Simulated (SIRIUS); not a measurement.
SIRIUS run on Ir (C2/m, 1 atom in the cell; from Materials Project mp-101, changed as shown): self-consistent single point.

Computed with PBEsol, PseudoDojo 0.4 standard norm-conserving PBEsol (tails mended) pseudopotentials (plane waves; SIRIUS 7.12.0).

The change in words: lattice vector a scaled by 0.99. Reference geometry (Fm-3m):
```
Ir
1.0
    0.00000     1.92697     1.92697
    1.92697     0.00000     1.92697
    1.92697     1.92697     0.00000
Ir
1
Direct
  0.00000   0.00000   0.00000
```

Reference input (self-consistent single point, DFT, PBEsol, plane waves, PseudoDojo 0.4 standard norm-conserving PBEsol (tails mended) pseudopotentials): parameters.ngridk = 12 12 12; parameters.xc_functionals = [XC_GGA_X_PBE_SOL, XC_GGA_C_PBE_SOL]; parameters.gk_cutoff = 8.246 1/bohr; parameters.pw_cutoff = 16.493 1/bohr; parameters.smearing = fermi_dirac; parameters.smearing_width = 0.00183747 Ha; potentials = PseudoDojo 0.4 standard norm-conserving PBEsol (tails mended) pseudopotentials; parameters.electronic_structure_method = pseudopotential; parameters.num_bands = 13; parameters.num_mag_dims = 0; parameters.num_dft_iter = 100; parameters.energy_tol = 1e-07 Ha. This run's input differs from it in these lines:

```diff
@@ -32,3 +32,3 @@
     "lattice_vectors": [
-      [0.0, 3.6414361017, 3.6414361017],
+      [0.0, 3.6050210793, 3.6050210793],
       [3.6414361017, 0.0, 3.6414361017],
```

Log, with long lists cut:

```
[find] density tolerance         : 1e-06
[find] total energy tolerance    : 1e-07
[find] iter_solver_tol (initial) : 0.01
[find] iter_solver_tol (target)  : 1e-13
[find] num_dft_iter              : 100
Charges and magnetic moments
--------------------------------------------------------------------------------
total charge          : 17.000000
[find] | SCF iteration   0 out of 100|
[diagonalize] iterative solver tolerance (occupied, empty): 0.01 0.01
[diagonalize] average number of iterations: 3.79412
[find] Charges and magnetic moments
[find] total charge          : 17.000000
[find] Energy
   [... lines left out ...]

[find] Charges and magnetic moments
[find] total charge          : 17.000000
[find] Energy
[find] smearing (-TS)                 :      -0.00017668
[find] Total energy                   :    -114.86711022 (Ha),    -229.73422044 (Ry)
[find] Free energy (E-TS)             :    -114.86728691 (Ha),    -229.73457381 (Ry)
[find] band gap (eV)                  :       0.00000000
[find] Efermi                         :       0.94530203
[find] iteration : 9, RMS (target) : 8.1823e-07 (1.0000e-06) , energy difference (target) : -3.7276e-10 (1.0000e-07)
[find] bands are converged : false
[find] iterative solver converged : false
[find] converged after 10 SCF iterations!
[find] Charges and magnetic moments
[find] total charge          : 17.000000
[find] Energy
[find] smearing (-TS)                 :      -0.00017668
[find] Total energy                   :    -114.86711022 (Ha),    -229.73422044 (Ry)
[find] Free energy (E-TS)             :    -114.86728691 (Ha),    -229.73457381 (Ry)
[find] band gap (eV)                  :       0.00000000
[find] Efermi                         :       0.94530203
[ground_state] === stress tensor components [kbar] ===
[ground_state] === stress_total ===
[ground_state]    54.696333   14.859313   14.859313
[ground_state]    14.859313   34.847378  -30.384200
[ground_state]    14.859313  -30.384200   34.847378
[ground_state] ==== total Forces in Ha/bohr =====
[ground_state] atom:    0, force:       0.0000000      0.0000000      0.0000000
```

The run converged in 10 iterations. SIRIUS prints the stress tensor with tension positive. Against the reference run the free energy drops by 3.0 meV/atom and the pressure goes from -7.82 to -4.15 GPa.

The structure comes from a collection of computed structures, made at another level of theory; the collection holds predicted forms beside known ones. No clean gap shows at this smearing width and mesh (spacing up to 0.24 Å⁻¹); the mesh is coarse for partly filled bands, so the values carry mesh errors.

Cost on one core: very roughly 100 core-seconds.

“Tails mended”: in these copies of the files the far tail of each local potential was reset to the Coulomb form.
